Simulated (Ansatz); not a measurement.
HfN (CsCl type, Pm-3m), plane-wave PAW r²SCAN (Ansatz code), all energies at zero smearing, with the estimated change up to a 700 eV cutoff added, with one set of potentials and settings (totals compare only within such a set). Cell of 2 atoms (1 Hf, 1 N): -16119.592 eV.

| element | reference phase | E (eV/atom) |
|---|---|---|
| Hf | P6_3/mmc, 2 atoms in the cell | -15733.0631 |
| N | Pa-3, 8 atoms in the cell | -384.8315 |

Formation energy per atom, worked out: (-16119.592 − 1×(-15733.0631) − 1×(-384.8315))/2 = -0.849 eV/atom (-82 kJ per mol of atoms), at 0 K, without zero-point energy or fitted corrections.

A made-up cell: these elements were put on the sites of a structure type; neither database checked (COD, Materials Project) lists it. It is not the phase usual at ambient conditions (space group No. 225). Symmetry was held in the r²SCAN relaxation; whether a distortion lowers the energy is not shown. No spin polarisation was allowed. The references are the lowest solids computed at this level, not always the standard phases (solids in place of the gases). Spin–orbit coupling is left out wherever it is not named.

Potentials: the later of the program's two PAW sets.
